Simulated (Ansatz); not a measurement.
Si:
```
Si
1.0
    0.00000     2.72198     2.72198
    2.72198     0.00000     2.72198
    2.72198     2.72198     0.00000
Si
2
Cartesian
  4.08297   4.08297   4.08297
  2.72198   2.72198   2.72198
```

Relaxed with r²SCAN.

Map the valence electron density (e/Å³), cut off at 0.4 on the plane through (0.750, 0.750, 0.750) spanned by u = [1, 0, 0] and v = [-1, 1, 1] in lattice vectors, from plane-wave PAW r²SCAN (Ansatz code).

x is the fraction of u, y of v (the angle between them is 90°; rows are the nearest grid lines); atoms in the plane: Si at (0.00, 0.00), Si at (0.50, 0.75).
```
|:-+%@@#+=--=+#@@%+-:|
|-=#@@@@#*++*#@@@@#=-|
|+*@@@@@@@%%@@@@@@@*+|
|@@@@@@@@@##@@@@@@@@@|
|#%@@@@@@#==#@@@@@@%#|
|++*#@@@%=--=%@@@#*++|
|--=+#@@*-::-*@@#+=--|
|:::-+##*=--=*##+-:::|
|...:-+***++***+-:...|
|   .:-=*%%%%*=-:.   |
|    .:-=****=-:.    |
|     .:-====-:.     |
|     ..::::::..     |
|       ......       |
|                    |
|..                ..|
|:...            ...:|
|--::.          .::--|
|++=-:.        .:-=++|
|##*=-..      ..-=*##|
|@%#*=:.      .:=*#%@|
|++*#*+-:....:-+*#*++|
|--=#%*+-::::-+*%#=--|
|:-+%@@#+=--=+#@@%+-:|
```
Scale: ten equal steps from 0.022 (start of ' ') to 0.400 (end of '@'), in the order ' .:-=+*#%@'; x runs from 0.000 to 1.00, y from 0.000 (bottom) to 1.00 (top).

The density is the valence pseudo-density with augmentation charge, so density and ELF within about 1 Å of a nucleus are not all-electron values.

Space group Fd-3m (diamond). The cell was relaxed with r²SCAN under the symmetry of its start; phonons on a q-mesh show no instability.

Potentials: the earlier of the program's two PAW sets.
